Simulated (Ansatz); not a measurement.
Cs:
```yaml
crystal:
  lattice:
    - [-3.00559, 3.00559, 3.00559]
    - [3.00559, -3.00559, 3.00559]
    - [3.00559, 3.00559, -3.00559]
  atoms:
    - { symbol: Cs, position: [0.00000, 0.00000, 0.00000] }
```

Relaxed with PBEsol. Special points in fractions of this cell's reciprocal vectors: Γ (0.000, 0.000, 0.000); H (0.500, -0.500, 0.500); N (0.000, 0.000, 0.500); P (0.250, 0.250, 0.250).

**Question.** List the band energies nearest the Fermi level at these points for the program Ansatz at the PBEsol level (PAW).

**Answer.** In eV from the Fermi level; about four levels below and three above (degenerate sets whole), none deeper than 8.9 eV; points with the same levels are listed once.

| k | below | above |
|---|---|---|
| Γ | -1.75 | 2.53 2.53 2.53 |
| H | – | 0.61 0.61 3.12 3.12 3.12 |
| N | – | 0.01 0.93 1.64 |
| P | – | 1.00 1.00 1.00 |

Space group Im-3m (bcc (W type)). The PBEsol relaxation kept the symmetry of its start. Scalar-relativistic: spin–orbit coupling is off unless named, which matters more the heavier the elements.

Potentials: the later of the program's two PAW sets.
